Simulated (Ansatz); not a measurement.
BPt (NiAs type, P6_3/mmc), the program Ansatz at the PBEsol level (PAW), all energies at zero smearing, with the estimated change up to a 700 eV cutoff added, with one set of potentials and settings (totals compare only within such a set). Cell of 4 atoms (2 Pt, 2 B): -25072.861 eV.

```
element             reference phase  E (eV/atom)
-------  --------------------------  -----------
Pt       Fm-3m, 1 atoms in the cell  -12383.8180
B        R-3m, 12 atoms in the cell    -152.6698
```

Formation energy per atom, worked out: (-25072.861 − 2×(-12383.8180) − 2×(-152.6698))/4 = 0.029 eV/atom (3 kJ per mol of atoms), at 0 K, without zero-point energy or fitted corrections.

The workflow started from an entry of the Crystallography Open Database (COD). Whether it is the stable phase at ambient conditions was not checked. Symmetry was held in the PBEsol relaxation; of distortions, only those at the zone centre were tested. The run is not spin-polarised. The references are the lowest solids computed at this level, not always the standard phases. Spin–orbit coupling is left out wherever it is not named.

Potentials: the later of the program's two PAW sets.
